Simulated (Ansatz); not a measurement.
The relaxed structure here is a generated cell of ZnSnP2: the first start was made by placing the elements on the sites of a structure type, and the end was not matched to a known phase here, so it may be hypothetical.

The start is a generated trial cell of ZnSnP2 in the AFLOW prototype ABC2_hP8_194_d_a_f (as in AlCr2C). Cell shape, volume and atoms are optimised at zero target pressure with PBE (plane waves to 420 eV, PAW, scalar-relativistic; Ansatz, a quantum-chemistry and plane-wave program). First-step values are on the input's coarse k-mesh.

Ansatz input (later rounds restart from its end on a renewed k-mesh):
Ansatz 0.2 input:
```yaml
crystal:
  lattice:
    - [3.5788116, 0, 0]
    - [-1.7894058, 3.0993418, 0]
    - [0, 0, 16.0420855]
  atoms:
    - { symbol: Zn, position: [0.33333333, 0.66666667, 0.75] }
    - { symbol: Zn, position: [0.66666667, 0.33333333, 0.25] }
    - { symbol: P, position: [0.33333333, 0.66666667, 0.086] }
    - { symbol: P, position: [0.66666667, 0.33333333, 0.586] }
    - { symbol: P, position: [0.66666667, 0.33333333, 0.914] }
    - { symbol: P, position: [0.33333333, 0.66666667, 0.414] }
    - { symbol: Sn, position: [0, 0, 0] }
    - { symbol: Sn, position: [0, 0, 0.5] }
basis: { ecutwfc: 420, ecutrho_ratio: 4, xc_grid: 2, fft_grid_basis: typed }
kpoints: { mp_grid: { grid: [7, 7, 2] } }
hamiltonian:
  xc: pbe
  dispersion: none
  pseudopotentials: { kind: paw }
scf: { occupations: { method: fermi_dirac, width: 0.05 } }
relax: { f_tol: 0.01, max_steps: 100, cell: { stress_tol: 0.02 } }
output: { forces: true, stress: true }
```

| Quantity | Value |
|---|---|
| Initial pressure | +10 GPa (positive: the cell is compressed) |
| Largest initial force | about 3.2 eV/Å, on P3, P4, P5, P6 (atoms numbered as listed) |
| Energy released | 0.63 eV/atom |
| Volume change | -11.7 %, from 22.24 to 19.63 Å³/atom |
| Shortest distances (start → end) | The closest pairs of elements (up to four, under 3.6 Å), start → end: P–Sn 2.48 → 2.82 Å; P–P 3.45 → 2.58 Å; P–Zn 3.35 → 2.59 Å; Zn–Zn 3.58 → 3.88 Å |
| Band gap at the end | no gap (metallic) |
| Optimiser moves | 20 |

It ends as:

Space group P6₃/mmc (No. 194); a = b = 3.884 Å, c = 12.024 Å, α = β = 90.00°, γ = 120.00°

```csv
atom,site,symmetry,x,y,z
Zn,2d,-6m2,0.6667,0.3333,0.2500
P,4f,3m.,0.3333,0.6667,0.1426
Sn,2a,-3m.,0.0000,0.0000,0.0000
```

Final values are on a 14×14×4 k-mesh of the relaxed cell. No spin polarisation in the result.

The run could not lower the symmetry of its start; a shaken copy of this end point relaxes with PBE to Cm (No. 8), 0.17 eV/atom lower.
